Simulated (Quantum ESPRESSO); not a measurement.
pw.x input (Quantum ESPRESSO 7.5; PBEsol, PseudoDojo standard norm-conserving files, fully relativistic):

```
&CONTROL
  calculation = 'scf'
  pseudo_dir = './pseudo'
  outdir = './out'
  tprnfor = .true.
  tstress = .true.
/
&SYSTEM
  ibrav = 0
  nat = 6
  ntyp = 3
  ecutwfc = 84.0
  ecutrho = 336.0
  occupations = 'smearing'
  smearing = 'fd'
  degauss = 0.002
  nbnd = 52
  noncolin = .true.
  lspinorb = .true.
/
&ELECTRONS
  conv_thr = 6e-10
/
ATOMIC_SPECIES
F 18.9984 F.upf
Al 26.9815 Al.upf
Tl 204.3800 Tl.upf
CELL_PARAMETERS angstrom
  3.701123626000   0.000000000000   0.000000000000
  0.000000000000   3.701123626000   0.000000000000
  0.000000000000   0.000000000000   6.433286243000
ATOMIC_POSITIONS crystal
F   0.000000000000   0.000000000000   0.722973211200
F   0.000000000000   0.000000000000   0.277026788800
F   0.500000000000   0.000000000000   0.000000000000
F   0.000000000000   0.500000000000   0.000000000000
Al   0.000000000000   0.000000000000   0.000000000000
Tl   0.500000000000   0.500000000000   0.500000000000
K_POINTS automatic
8 8 4 0 0 0
```

End of the output:

```

[...]
     the Fermi energy is     4.5142 ev
!    total energy              =    -322.80974587 Ry
     estimated scf accuracy    <          6.6E-11 Ry
     smearing contrib. (-TS)   =       0.00000000 Ry
     internal energy E=F+TS    =    -322.80974587 Ry
     The total energy is F=E-TS. E is the sum of the following terms:
     one-electron contribution =    -115.11834462 Ry
     hartree contribution      =      86.98067746 Ry
     xc contribution           =     -83.54187963 Ry
     ewald contribution        =    -211.13019908 Ry
     convergence has been achieved in  11 iterations
     Forces acting on atoms (cartesian axes, Ry/au):
     atom    1 type  1   force =     0.00000000    0.00000000   -0.00064450
     atom    2 type  1   force =     0.00000000    0.00000000    0.00064450
     atom    3 type  1   force =     0.00000000    0.00000000    0.00000000
     atom    4 type  1   force =     0.00000000    0.00000000    0.00000000
     atom    5 type  2   force =     0.00000000    0.00000000    0.00000000
     atom    6 type  3   force =     0.00000000    0.00000000    0.00000000
     Total force =     0.000911     Total SCF correction =     0.000002
     Computing stress (Cartesian axis) and pressure
          total   stress  (Ry/bohr**3)                   (kbar)     P=      -29.48
  -0.00023014   0.00000000   0.00000000          -33.85        0.00        0.00
   0.00000000  -0.00023014   0.00000000            0.00      -33.85        0.00
   0.00000000   0.00000000  -0.00014099            0.00        0.00      -20.74
```
In a gapped system the printed Fermi energy is only some level inside the gap.

Geometry relaxed with PBE+D3(BJ).
